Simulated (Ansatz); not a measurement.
Cu: clamped-ion strain scan

Computed with DFT PBEsol, scalar-relativistic, plane waves, PAW in Ansatz 0.2.0. The runs took a 420 eV cutoff, a Γ-centred 20×20×20 mesh and Gaussian smearing (0.15 eV). No spin polarisation. Energies are free energies at this smearing, counted from the undisturbed cell; pressure is positive in compression.

The starting cell (as given, not relaxed at this level; it stands at -1.5 GPa; this form isn't the usual structure):

```
CELL_PARAMETERS angstrom
1.21846 -3.97638 0.00000
1.21846 3.97638 0.00000
0.00000 0.00000 2.47550
ATOMIC_POSITIONS crystal
Cu 0.13387 0.86613 0.25000
Cu 0.86613 0.13387 0.75000
```

The cell is strained by ε times the Voigt pattern (1, 1, 0, 0, 0, 0) (xx, yy, zz, yz, xz, xy; engineering shear) with fractional coordinates fixed. The cell is metallic on the mesh throughout.

Question: Over the sampled range (-0.0600 to 0.0600), is the undisturbed cell the lowest point?

Answer: Yes, every other sampled point lies higher.

Question: Which end lies higher in energy, -0.0600 or +0.0600?

Answer: -0.0600: 101.1 against 90.9.

The scan:

| ε | ΔE (meV/atom) |
| --- | --- |
| -0.0600 | 101.1 |
| -0.0450 | 50.8 |
| -0.0300 | 18.8 |
| -0.0150 | 2.6 |
| 0.0000 | 0.0 |
| 0.0150 | 9.1 |
| 0.0300 | 28.3 |
| 0.0450 | 55.9 |
| 0.0525 | 72.6 |
| 0.0600 | 90.9 |